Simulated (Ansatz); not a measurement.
## Structures of Al$_{3}$Te$_{2}$: which is lowest?

Plane-wave DFT in Ansatz with scalar-relativistic PAW potentials, cutoff 420 eV, Γ-centred meshes chosen by cell and gap, Gaussian smearing with energies taken to zero width. Every cell was relaxed (cell and atoms) in a run of its own, within the symmetry of its start. Functional: PBE.

Relaxed structures (starts from databases or built by putting these elements on another compound's sites):
A. R-3c, 10 atoms in the computed cell, a = 6.834 Å, c = 21.906 Å; sites (symmetry × multiplicity) Al .2 × 18, Te 3. × 12; start: built
B. P-3m1, 5 atoms in the computed cell, a = 5.027 Å, c = 5.959 Å; sites (symmetry × multiplicity) Al -3m. × 1 + 3m. × 2, Te 3m. × 2; start: built

Q: Rank them by energy. Could pressure change the order?

A:
| structure | group | E − E(lowest) (meV/atom) | V (Å³/atom) | gap on mesh (eV) |
| --- | --- | --- | --- | --- |
| A | R-3c | 0.0 | 29.54 | 0.00 |
| B | P-3m1 | 11.7 | 26.08 | 0.00 |

A is lowest, 12 meV/atom under B. B is denser by 3.46 Å³/atom, so pressure favours it: ΔE/ΔV, with ΔE in eV and 1 eV/Å³ = 160.2 GPa, gives about 0.5 GPa for equal enthalpy if both cells were rigid, a rough figure since the two compress differently. Other structures may lie lower than all of these, and vibrations aren't counted.

Spin-orbit coupling is left out, which matters for the bands of heavy elements.